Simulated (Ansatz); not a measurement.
Sn2Ru in space group I4/mcm (No. 140; Sn on 8h, Ru on 4a), the program Ansatz at the PBE level (PAW), all energies at zero smearing, with the estimated change up to a 700 eV cutoff added, with one set of potentials and settings (totals compare only within such a set). Cell of 6 atoms (4 Sn, 2 Ru): -35854.950 eV.

```
element                reference phase  E (eV/atom)
-------  -----------------------------  -----------
Sn          Fd-3m, 2 atoms in the cell   -6024.2128
Ru       P6_3/mmc, 2 atoms in the cell   -5878.6876
```

Formation energy per atom, worked out: (-35854.950 − 4×(-6024.2128) − 2×(-5878.6876))/6 = -0.121 eV/atom (-12 kJ per mol of atoms), at 0 K, without zero-point energy or fitted corrections.

The workflow started from an entry of the Crystallography Open Database (COD). Its standing as an ambient phase is unchecked. The cell was relaxed with PBE under the symmetry of its start; whether a distortion lowers the energy is not shown. The run is not spin-polarised. The references are the lowest solids computed at this level, not always the standard phases. Scalar-relativistic: spin–orbit coupling is off unless named, which matters more the heavier the elements.

Potentials: the later of the program's two PAW sets.
